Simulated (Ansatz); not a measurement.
Relaxed-ion elastic tensor of Ni (bcc (W type), Im-3m) in GPa (Voigt order), the program Ansatz at the PBEsol level (PAW); density 9.31 g/cm³, 10.47 Å³ per atom.

```csv
,1,2,3,4,5,6
1,165,245,245,0.0,0.0,0.0
2,245,165,245,0.0,0.0,0.0
3,245,245,165,0.0,0.0,0.0
4,0.0,0.0,0.0,169,0.0,0.0
5,0.0,0.0,0.0,0.0,169,0.0
6,0.0,0.0,0.0,0.0,0.0,169
```

Problem. Is the crystal mechanically stable?

Solution. No: the smallest eigenvalue of C is -79.1 GPa.

The workflow started from a Materials Project entry (that database holds measured and hypothetical structures alike); the Crystallography Open Database copy checked does not list it. It is not the phase usual at ambient conditions (space group No. 225). The PBEsol relaxation kept the symmetry of its start. At this level the phase is mechanically unstable. The final state is ferromagnetic, chosen from 3 collinear starts compared on coarse meshes (ties went to the first, and starts can fall back to one state), not a proven ground state. As this level gives no gap, shear constants depend on the k-mesh and smearing (Fermi–Dirac, 0.1 eV here).

Potentials: the earlier of the program's two PAW sets. The files were generated under PBE; for other functionals the program regenerates the frozen cores, and for LDA and PBEsol the local potential too.
